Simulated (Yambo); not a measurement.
Yambo run on LaOF (space group R-3m, No. 166). The wavefunctions are norm-conserving PBEsol (Quantum ESPRESSO, 110 Ry, scalar-relativistic) ones on a 4×4×4 mesh (24 occupied bands); a = 7.119 Å, b = 7.119 Å, c = 7.119 Å, α = 32.99°, β = 32.99°, γ = 32.99°.

Yambo input:

```
rim_cut
HF_and_locXC
RandQpts= 1000000
RandGvec= 1 Ry
EXXRLvcs= 110 Ry
VXCRLvcs= 440 Ry
% QPkrange
 1 | 1 | 24 | 25 |
 3 | 3 | 24 | 25 |
 6 | 6 | 24 | 25 |
 7 | 7 | 24 | 25 |
 13 | 13 | 24 | 25 |
%
```

k points by index: 1 = Γ, 3 = L, 6 = (0, 0.25, -0.25), 7 = F, 13 = Z.

Resulting energies as the program prints them:

```
#    K-point    Band    Eo [eV]    Ehf [eV]    Vxc [eV]    Vnlxc [eV]
#
    1    24    -0.283945    -5.338845    -18.59389    -23.64878
    1    25    4.708451    13.34585    -12.66979    -4.032392
    3    24    -0.250629    -5.176895    -18.65022    -23.57649
    3    25    4.644764    12.83611    -13.52565    -5.334310
    6    24    0.000000    -4.919013    -19.00885    -23.92786
    6    25    4.539980    11.84922    -13.16165    -5.852412
    7    24    -0.259915    -5.189591    -18.63135    -23.56102
    7    25    4.692345    12.47949    -13.46405    -5.676910
    13    24    -0.499332    -5.512139    -17.87114    -22.88395
    13    25    4.948100    14.48987    -13.87963    -4.337861
```
Exchange alone, without screening.

Geometry of the Materials Project entry, not relaxed at this level.
